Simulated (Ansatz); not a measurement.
A trial structure of BC5 was built thus: random cell by space group and Wyckoff sites (Cmmm, No. 65). Its size is a rough estimate.

```
B C
1.0
     2.17583   -2.94619    0.00000
     2.17583    2.94619    0.00000
     0.00000    0.00000    6.11901
B C
1 5
Direct
  0.50000 0.50000 0.50000
  0.74095 0.74095 0.17462
  0.25905 0.25905 0.17462
  0.74095 0.74095 0.82538
  0.25905 0.25905 0.82538
  0.50000 0.50000 0.00000
```

The calculation used Ansatz 0.2.0, DFT PBE, scalar-relativistic, plane waves, PAW. Cutoff 420 eV, Gaussian smearing, Γ-centred meshes. Cell and atoms relax first on a coarse mesh and then on a finer one. In between, the cell is made exact in the group found at 0.06 Å. In metals the finer mesh still leaves noise of several meV/atom or more. The steps can't lower the symmetry of their start. No spin polarisation in the relaxation; trial moments died out in a coarse test.

A guess keeps its type if space group and coordination stay and the shape of the cell changes little (axis ratios within about 15 %, angles within 6°); the volume may change.

Question: Will the relaxed cell still be of the starting type?

Answer: It doesn't keep its type. The symmetry stays Cmmm (No. 65). The volume per atom shrinks by 8.2 %, from 13.1 to 12.0 Å³. The shortest distance goes from 1.50 Å (C–C) to 1.37 Å (C–C). Counting neighbours within 15 % of an atom's shortest distance, the start has B 4, C 1/4 and the end B 4, C 2/4. In detail, at the end B has 4 C at 1.65 Å; C on a site of symmetry m has 1 C at 1.37 Å, 1 C at 1.55 Å and 1 B at 1.65 Å; around C on a site of symmetry mmm lie 4 C at 1.55 Å.

```cif
data_structure
_symmetry_space_group_name_H-M 'P 1'
_symmetry_Int_Tables_number 1
_cell_length_a 4.6122
_cell_length_b 4.6122
_cell_length_c 4.8732
_cell_angle_alpha 90.000
_cell_angle_beta 90.000
_cell_angle_gamma 136.017
_cell_volume 71.99
loop_
_atom_site_label
_atom_site_type_symbol
_atom_site_fract_x
_atom_site_fract_y
_atom_site_fract_z
_atom_site_occupancy
B1 B 0.50000 0.50000 0.50000 1
C1 C 0.80105 0.80105 0.23721 1
C2 C 0.19895 0.19895 0.23721 1
C3 C 0.80105 0.80105 0.76279 1
C4 C 0.19895 0.19895 0.76279 1
C5 C 0.50000 0.50000 0.00000 1
```

Energies over the elements count from the elements' standard structures at the same level, with no fitted energy shifts.

Question: At what energy does it end?

Answer: +1.49 eV/atom. It can't be a ground state, since the elements alone are lower.

The last run used a 12×12×8 mesh (in the run's order of axes) for its 6-atom cell and Gaussian smearing of 0.10 eV. Weakly bound directions are ill-defined at this level, which has no dispersion term. An odd number of electrons in the primitive cell allows no gap without spin; a larger cell or a magnetic state could open one. The reference form of C is held partly by dispersion forces, which this level lacks. A structure relaxed within its symmetry needn't be a true minimum.

In counts of neighbours, a slash parts the counts of unlike sites.
